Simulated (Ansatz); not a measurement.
Values for one crystal, relaxed and computed with plane-wave PAW PBEsol (Ansatz code); other levels are named.

* **Volume per atom**: 13.45 Å³
* **Electronic character**: metallic (no gap)
* **Density of states at the Fermi level**: 1.1 states/eV per atom (mean over ±0.08 eV)
* **Pressure derivative B′**: 4.5
* **Gap with spin–orbit coupling**: none (metallic)
* **Bulk modulus (Birch–Murnaghan fit)**: 300 GPa
* **Formation energy from the elements (no fitted shifts)**: -0.50 eV/atom

Question: Which of these materials gives this?
(A) TaAl, L1₀ or tetragonal B2
(B) VIr, L1₀ or tetragonal B2
(C) ZrTa, L1₀ or tetragonal B2
(D) IrW, L1₀ or tetragonal B2

Answer: B, VIr, L1₀ or tetragonal B2

Space group P4/mmm (L1₀ or tetragonal B2). The workflow started from an entry of the Crystallography Open Database (COD), which files this formula under 2 space groups. Whether it is the stable phase at ambient conditions was not checked. The PBEsol relaxation kept the symmetry of its start; whether a distortion lowers the energy is not shown. The workflow began spin-polarised and lost its moments. The references are the lowest solids computed at this level, not always the standard phases. Scalar-relativistic: spin–orbit coupling is off unless named, which matters more the heavier the elements.

Potentials: the later of the program's two PAW sets.
